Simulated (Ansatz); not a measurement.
A geometry of ZrO2 away from equilibrium: step 2 of the relaxation of a relaxed ZrO2 cell with every coordinate shifted by Gaussian noise of σ = 0.2 Å. Method: PBEsol (plane waves to 420 eV, PAW, scalar-relativistic; Ansatz, a program for electronic structure). Γ-centred k-mesh 7×7×5 on the run's cell (coarser than for final values), Fermi–Dirac smearing 0.05 eV.

```xyz
6
Lattice="3.5941 -0.0006 -0.0339 -0.0006 3.6334 0.0147 -0.0490 0.0212 5.1647" Properties=species:S:1:pos:R:3 pbc="T T T"
Zr    -0.0022     0.0090     0.0200
Zr     1.9829     1.5965     2.6087
O     -0.1395     1.6972     1.2555
O     -0.0324     1.7000     3.7820
O      1.5004     0.0099     1.4713
O      1.8979    -0.0868     4.1560
```

Q: Give the Cartesian forces on all atoms (eV/Å).

A: 
| atom | Fx | Fy | Fz |
|---|---|---|---|
| Zr1 | 1.64 | -0.36 | 0.82 |
| Zr2 | -2.58 | 1.09 | -0.23 |
| O3 | -0.36 | 1.09 | -1.29 |
| O4 | 2.14 | 0.06 | 0.82 |
| O5 | 2.03 | -1.77 | 1.51 |
| O6 | -2.87 | -0.12 | -1.62 |

Q: What is the pressure?

A: +4.9 GPa, compression positive.

Q: How far above the relaxed end point is this geometry?

A: 0.18 eV/atom; the path ends in P4₂/nmc (No. 137).

No spin polarisation in the result.
